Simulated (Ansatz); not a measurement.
Input:

HfB:
```cif
data_BHf
_chemical_formula_sum 'Hf1 B1'
_space_group_name_H-M_alt 'P 1'
_space_group_IT_number 1
_cell_length_a 3.35758
_cell_length_b 3.35758
_cell_length_c 3.35758
_cell_angle_alpha 60.000
_cell_angle_beta 60.000
_cell_angle_gamma 60.000
loop_
_space_group_symop_operation_xyz
  'x, y, z'
loop_
_atom_site_label
_atom_site_type_symbol
_atom_site_fract_x
_atom_site_fract_y
_atom_site_fract_z
_atom_site_occupancy
Hf1 Hf 0.50000 0.50000 0.50000 1
B1 B 0.00000 0.00000 0.00000 1
```

This is the LDA-relaxed structure.

Task: All from LDA (plane waves, PAW; program Ansatz), unless another level is named. Give the electronic character.

Result: metallic (no gap).

Task: Predict the formation energy from the elements (no fitted shifts).

Result: -0.42 eV/atom.

Task: What about the density of states at the Fermi level?

Result: 0.52 states/eV per atom (mean over ±0.08 eV).

Space group Fm-3m (rock salt). The workflow started from an entry of the Crystallography Open Database (COD). Its standing as an ambient phase is unchecked. Symmetry was held in the LDA relaxation; of distortions, only those at the zone centre were tested. The run is not spin-polarised. The references are the lowest solids computed at this level, not always the standard phases. Scalar-relativistic: spin–orbit coupling is off unless named, which matters more the heavier the elements.

Potentials: the later of the program's two PAW sets.
